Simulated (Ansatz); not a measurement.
Data:

I:
Space group Cmce (No. 64); a = 7.742 Å, b = 4.636 Å, c = 9.854 Å, α = 90.00°, β = 90.00°, γ = 90.00°

```json
[
 {"atom": "I", "site": "8f", "symmetry": "m..", "x": "0.0000", "y": "0.3444", "z": "0.3800"}
]
```
(The calculation used a cell of 4 atoms; values per cell refer to that cell.)

This is the r²SCAN-relaxed structure.

Question: All from DFT-r²SCAN in the program Ansatz with PAW potentials, unless another level is named. Predict the band gap.

Answer: 1.23 eV (indirect).

Question: Give the smallest direct gap on the standard path.

Answer: 1.33 eV.

Question: Next, the valence-band maximum?

Answer: at Γ.

The r²SCAN relaxation kept the symmetry of its start. A crystal of weakly bound molecules computed without a dispersion correction: the cell and the soft elastic constants depend strongly on that. Scalar-relativistic: spin–orbit coupling is off unless named, which matters more the heavier the elements.

Potentials: the later of the program's two PAW sets.
